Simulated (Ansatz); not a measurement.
**Ir: eigenvalues along the path**

```
Ir
1.0
     0.00000    1.91970    1.91970
     1.91970    0.00000    1.91970
     1.91970    1.91970    0.00000
Ir
1
Direct
  0.00000 0.00000 0.00000
```

The cell comes from COD entry 9008470, which wasn't checked; take it as a given geometry.

Spin–orbit coupling is left out, though it moves levels of the heavy atoms by tenths of an eV or more.

Level of theory: DFT, PBEsol, all-electron LAPW, scalar-relativistic in Ansatz 0.2.0.

Sampling and basis: a Γ-centred 18×18×18 k mesh, Fermi–Dirac smearing of 0.05 eV, basis error target 0.5 meV/atom, no spin polarisation.

Path points, in fractions of the reciprocal vectors: Γ (0.000, 0.000, 0.000), X (0.500, 0.000, 0.500), U (0.625, 0.250, 0.625), K (0.375, 0.375, 0.750), L (0.500, 0.500, 0.500), W (0.500, 0.250, 0.750). Levels in eV from the Fermi level; bands 17 to 23, counted from the lowest band of the run. The gap is zero.

```
# k(1/Å) point b17 b18 b19 b20 b21 b22 b23
0.000 Γ -11.21 -3.93 -3.93 -3.93 -1.22 -1.22 13.53
0.117 - -11.13 -3.99 -3.89 -3.89 -1.29 -1.20 13.66
0.234 - -10.90 -4.17 -3.76 -3.76 -1.49 -1.13 14.06
0.351 - -10.54 -4.43 -3.55 -3.55 -1.80 -1.02 14.69
0.468 - -10.04 -4.77 -3.26 -3.26 -2.18 -0.87 15.54
0.584 - -9.45 -5.14 -2.89 -2.89 -2.58 -0.69 16.54
0.701 - -8.82 -5.54 -2.92 -2.44 -2.44 -0.48 17.38
0.818 - -8.22 -5.92 -3.10 -1.93 -1.93 -0.26 17.48
0.935 - -7.79 -6.28 -2.98 -1.36 -1.36 -0.03 16.63
1.052 - -7.60 -6.61 -2.48 -0.76 -0.76 0.20 15.38
1.169 - -7.61 -6.88 -1.64 -0.14 -0.14 0.42 14.16
1.286 - -7.72 -7.11 -0.62 0.46 0.46 0.60 13.07
1.403 - -7.85 -7.27 0.43 0.74 0.97 0.97 12.04
1.520 - -7.94 -7.37 0.83 1.26 1.33 1.33 10.90
1.637 X -7.98 -7.40 0.86 1.46 1.46 1.60 10.46
1.678 - -7.97 -7.39 0.85 1.14 1.46 1.93 10.39
1.719 - -7.95 -7.37 0.76 0.81 1.44 2.33 10.20
1.760 - -7.91 -7.34 0.40 0.74 1.42 2.74 9.94
1.802 - -7.86 -7.29 0.04 0.65 1.38 3.15 9.64
1.843 - -7.80 -7.23 -0.31 0.54 1.34 3.58 9.32
1.884 - -7.73 -7.15 -0.65 0.41 1.29 4.01 8.97
1.926 - -7.66 -7.06 -0.97 0.27 1.23 4.44 8.62
1.967 - -7.58 -6.95 -1.29 0.11 1.16 4.89 8.26
2.008 - -7.49 -6.82 -1.59 -0.05 1.08 5.34 7.89
2.050 - -7.40 -6.68 -1.89 -0.22 1.00 5.79 7.53
2.091 - -7.31 -6.53 -2.17 -0.40 0.90 6.25 7.18
2.132 - -7.21 -6.37 -2.44 -0.57 0.80 6.71 6.83
2.174 - -7.11 -6.21 -2.70 -0.75 0.70 6.49 7.18
2.215 U -7.01 -6.04 -2.95 -0.92 0.58 6.17 7.65
2.287 - -6.94 -5.96 -3.11 -1.03 0.56 6.07 7.85
2.358 - -6.82 -5.86 -3.35 -1.20 0.60 6.07 7.96
2.430 - -6.66 -5.76 -3.65 -1.38 0.66 6.14 7.98
2.501 - -6.48 -5.66 -3.97 -1.54 0.73 6.29 7.91
2.573 - -6.28 -5.59 -4.27 -1.67 0.78 6.46 7.78
2.645 - -6.11 -5.54 -4.51 -1.76 0.82 6.63 7.64
2.716 - -6.04 -5.52 -4.61 -1.79 0.83 6.71 7.58
2.788 - -6.11 -5.54 -4.51 -1.76 0.82 6.63 7.64
2.859 - -6.28 -5.59 -4.27 -1.67 0.78 6.46 7.78
2.931 - -6.48 -5.66 -3.97 -1.54 0.73 6.29 7.91
3.002 - -6.66 -5.76 -3.65 -1.38 0.66 6.14 7.98
3.074 - -6.82 -5.86 -3.35 -1.20 0.60 6.07 7.96
3.146 - -6.94 -5.96 -3.11 -1.03 0.56 6.07 7.85
3.217 K -7.01 -6.04 -2.95 -0.92 0.58 6.17 7.65
3.341 - -6.69 -5.58 -3.61 -1.40 0.20 5.32 9.08
3.465 - -6.38 -5.24 -4.16 -1.82 -0.21 4.62 10.53
3.589 - -6.17 -5.02 -4.58 -2.15 -0.66 4.01 10.67
3.713 - -6.21 -4.89 -4.81 -2.38 -1.11 3.35 10.99
3.837 - -6.57 -5.08 -4.51 -2.50 -1.57 2.57 11.74
3.961 - -7.16 -5.15 -4.16 -2.53 -2.01 1.69 12.72
4.085 - -7.85 -5.12 -3.83 -2.47 -2.42 0.82 13.67
4.209 - -8.58 -5.00 -3.57 -2.80 -2.32 0.04 14.46
4.333 - -9.28 -4.82 -3.43 -3.13 -2.11 -0.57 15.20
4.457 - -9.92 -4.59 -3.45 -3.41 -1.87 -0.96 15.60
4.581 - -10.46 -4.35 -3.64 -3.58 -1.63 -1.14 14.78
4.705 - -10.87 -4.13 -3.80 -3.76 -1.41 -1.21 14.12
4.829 - -11.12 -3.99 -3.90 -3.89 -1.27 -1.22 13.68
4.953 Γ -11.21 -3.93 -3.93 -3.93 -1.22 -1.22 13.53
5.054 - -11.15 -3.97 -3.91 -3.91 -1.24 -1.24 13.63
5.155 - -10.98 -4.06 -3.84 -3.84 -1.28 -1.28 13.92
5.257 - -10.71 -4.19 -3.73 -3.73 -1.34 -1.34 14.38
5.358 - -10.34 -4.33 -3.61 -3.61 -1.38 -1.38 14.92
5.459 - -9.91 -4.46 -3.51 -3.51 -1.37 -1.37 15.07
5.560 - -9.44 -4.52 -3.47 -3.47 -1.26 -1.26 14.27
5.662 - -8.99 -4.46 -3.49 -3.49 -1.05 -1.05 13.37
5.763 - -8.62 -4.22 -3.57 -3.57 -0.74 -0.74 12.44
5.864 - -8.37 -3.77 -3.67 -3.67 -0.38 -0.38 11.43
5.965 - -8.23 -3.79 -3.79 -3.13 -0.01 -0.01 10.36
6.067 - -8.18 -3.89 -3.89 -2.39 0.34 0.34 9.25
6.168 - -8.17 -3.97 -3.97 -1.65 0.63 0.63 8.24
6.269 - -8.17 -4.02 -4.02 -1.08 0.82 0.82 7.50
6.370 L -8.17 -4.03 -4.03 -0.86 0.88 0.88 7.22
6.453 - -8.13 -4.07 -4.00 -1.05 0.87 1.11 7.20
6.536 - -8.03 -4.17 -3.91 -1.48 0.85 1.63 7.14
6.618 - -7.86 -4.33 -3.76 -1.96 0.81 2.26 7.04
6.701 - -7.62 -4.54 -3.55 -2.44 0.75 2.94 6.93
6.784 - -7.34 -4.78 -3.28 -2.88 0.69 3.66 6.80
6.866 - -7.03 -5.04 -3.30 -2.97 0.61 4.38 6.68
6.949 - -6.69 -5.29 -3.67 -2.63 0.55 5.11 6.58
7.032 - -6.34 -5.54 -4.00 -2.29 0.52 5.84 6.52
7.114 - -6.00 -5.76 -4.28 -2.01 0.57 6.52 6.56
7.197 - -5.96 -5.67 -4.51 -1.83 0.72 6.62 7.25
7.279 - -6.11 -5.38 -4.69 -1.77 0.95 6.83 7.89
7.362 - -6.23 -5.14 -4.83 -1.79 1.21 7.18 8.43
7.445 - -6.30 -4.99 -4.91 -1.83 1.40 7.68 8.82
7.527 W -6.32 -4.93 -4.93 -1.85 1.47 8.07 8.96
7.586 - -6.35 -5.26 -4.58 -1.80 1.47 8.08 8.53
7.644 - -6.44 -5.57 -4.21 -1.67 1.47 8.07 8.11
7.703 - -6.58 -5.86 -3.82 -1.47 1.47 7.59 8.17
7.761 - -6.75 -6.12 -3.41 -1.22 1.46 7.08 8.26
7.820 - -6.93 -6.36 -2.98 -0.94 1.46 6.56 8.37
7.878 - -7.12 -6.58 -2.54 -0.64 1.46 6.02 8.51
7.937 - -7.30 -6.77 -2.08 -0.34 1.46 5.47 8.69
7.995 - -7.47 -6.93 -1.60 -0.05 1.46 4.91 8.90
8.053 - -7.62 -7.08 -1.11 0.21 1.46 4.34 9.15
8.112 - -7.74 -7.19 -0.61 0.43 1.46 3.78 9.43
8.170 - -7.84 -7.28 -0.09 0.62 1.46 3.21 9.73
8.229 - -7.92 -7.35 0.44 0.75 1.46 2.65 10.05
8.287 - -7.96 -7.39 0.83 0.98 1.46 2.09 10.33
8.346 X -7.98 -7.40 0.86 1.46 1.46 1.60 10.46
```
